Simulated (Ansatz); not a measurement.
All numbers below come from Ansatz, DFT PBE, scalar-relativistic, plane waves, PAW. Settings: cutoff 420 eV, Γ-centred meshes spaced at most about 0.3 Å⁻¹, and about 0.25 Å⁻¹ or finer for metals (2π included), Gaussian smearing. No spin polarisation in the final relaxations.

All energies are static (0 K, no zero-point motion). All come from trial cells, and lower structures may exist.

**Question.** Which of these relaxed structures of Sn2Bi2Te is the lowest in energy?
A.

```
CELL_PARAMETERS angstrom
4.36169 0.00000 0.00000
-2.18084 3.77733 0.00000
0.00000 0.00000 10.01464
ATOMIC_POSITIONS crystal
Sn 0.33333 0.66667 0.19562
Sn 0.66667 0.33333 0.80438
Bi 0.33333 0.66667 0.60337
Bi 0.66667 0.33333 0.39663
Te 0.00000 0.00000 0.00000
```

B.

```
CELL_PARAMETERS angstrom
5.48434 0.00000 0.00000
-2.74217 4.74957 0.00000
0.00000 0.00000 8.88882
ATOMIC_POSITIONS crystal
Sn 0.00000 0.00000 0.18629
Sn 0.00000 0.00000 0.81371
Bi 0.33333 0.66667 0.00000
Bi 0.66667 0.33333 0.00000
Te 0.00000 0.00000 0.50000
```

C.

```
CELL_PARAMETERS angstrom
5.57632 0.00000 0.00000
-2.78816 4.82923 0.00000
0.00000 0.00000 6.41573
ATOMIC_POSITIONS crystal
Sn 0.33333 0.66667 0.06945
Sn 0.66667 0.33333 0.06945
Bi 0.33333 0.66667 0.57748
Bi 0.66667 0.33333 0.57748
Te 0.00000 0.00000 0.10956
```

D.

```
CELL_PARAMETERS angstrom
-2.20111 2.20111 8.17630
2.20111 -2.20111 8.17630
2.20111 2.20111 -8.17630
ATOMIC_POSITIONS crystal
Sn 0.75000 0.25000 0.50000
Sn 0.25000 0.75000 0.50000
Bi 0.39913 0.39913 0.00000
Bi 0.60087 0.60087 0.00000
Te 0.00000 0.00000 0.00000
```

**Answer.** A. It has space group P-3m1 (No. 164); the next, C, with space group P6mm (No. 183), lies 59 meV/atom higher. Counting Bi or Sn atoms around Te (for each partner element, those within 1.25 times its shortest distance or 1.15 times the sum of covalent radii, where it is the nearest in units of that sum or under 1.3), the lowest and the next both have Te 6.

These runs have no spin–orbit coupling, which can matter for Bi and Te. With atoms moved at random, P-3m1 came back. Other cells relaxed within their symmetry can be saddle points. Some candidate types were left out of the draw beforehand, so a known form may be missing.
